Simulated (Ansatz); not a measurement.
NiAsRh:
Space group P4/nmm, origin choice 1 (No. 129); a = b = 3.5841 Å, c = 6.1103 Å, α = β = γ = 90.00°

| atom | site | symmetry | x | y | z |
|---|---|---|---|---|---|
| Ni | 2a | -4m2 | 0.0000 | 0.0000 | 0.0000 |
| Rh | 2c | 4mm | 0.5000 | 0.0000 | 0.3618 |
| As | 2c | 4mm | 0.0000 | 0.5000 | 0.2508 |

Relaxed at zero pressure with r²SCAN (plane waves, PAW; program Ansatz).

Q: The volume is lowered by 6 % and shape and atoms relax at that volume. What pressure results, and how do the axes share the change?

A: 14.8 GPa; a -2.4 %, b -2.4 %, c -1.4 %; the energy rises by 34 meV/atom.

Q: Give the new structure.

A: 
Space group P4/nmm, origin choice 1 (No. 129); a = 3.4988 Å, b = 3.4988 Å, c = 6.0274 Å, α = 90.00°, β = 90.00°, γ = 90.00°

```tsv
atom	site	symmetry	x	y	z
Ni	2a	-4m2	0.0000	0.0000	0.0000
Rh	2c	4mm	0.5000	0.0000	0.3610
As	2c	4mm	0.0000	0.5000	0.2515
```

The phase is kept; no other phase was compared at this pressure.

The workflow started from an entry of the Crystallography Open Database (COD). Whether it is the stable phase at ambient conditions was not checked. The r²SCAN relaxation kept the symmetry of its start; its stability against distortions is not shown here. The workflow began spin-polarised and lost its moments.

Potentials: the later of the program's two PAW sets.
